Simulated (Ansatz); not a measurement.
CuI:
```
CuI
1.0
    4.21776     0.00000     0.00000
   -2.10888     3.65269     0.00000
    0.00000     0.00000     9.75693
Cu I
3 3
Direct
  0.49963   0.00000   0.33333
  0.00000   0.49963   0.66667
  0.50037   0.50037   0.00000
  0.49999   0.00000   0.83333
  0.00000   0.49999   0.16667
  0.50001   0.50001   0.50000
```

Relaxed with r²SCAN.

Question: Map the electron localisation function on the plane through (0.000, 0.500, 0.667) spanned by u = [1, 0, 0] and v = [0, 0, 1] in lattice vectors, from DFT-r²SCAN in the program Ansatz with PAW potentials.

Answer: x is the fraction of u, y of v (the angle between them is 90°; rows are the nearest grid lines); atoms in the plane: Cu at (0.00, 0.00), Cu at (0.50, 0.33), I at (1.00, 0.50), I at (0.50, 0.83).
```
|9731111223333221111379|
|2111114788888874111112|
|1111147887667887411111|
|1113687642222467863111|
|0125786422552246875210|
|0014677654334567764100|
|0002477776666777742000|
|0000013567777653100000|
|6653210001111000123566|
|7778764100000024678777|
|5567776410000146777655|
|3224678641001468764223|
|3224688631111368864223|
|5567874111111114787655|
|7788751111111111578877|
|6654211114884111124566|
|0000111112442111110000|
|0000011111111111100000|
|0000111111111111110000|
|0001111111001111111000|
|1111111100000011111111|
|1111111000000001111111|
|2111111000000001111112|
|9731111223333221111379|
```
Scale: ten equal steps from 0.025 (start of '0') to 0.845 (end of '9'), in the order '0123456789'; x runs from 0.000 to 1.00, y from 0.000 (bottom) to 1.00 (top).

The density is the valence pseudo-density with augmentation charge, so density and ELF within about 1 Å of a nucleus are not all-electron values.

Space group P6_422. The start of the workflow was typed in or built on a structure type; neither database checked (COD, Materials Project) lists it. It is not the phase usual at ambient conditions (space group No. 216). The cell was relaxed with r²SCAN under the symmetry of its start; its stability against distortions is not shown here. The workflow began spin-polarised and lost its moments. Spin–orbit coupling is left out wherever it is not named.

Potentials: the earlier of the program's two PAW sets.
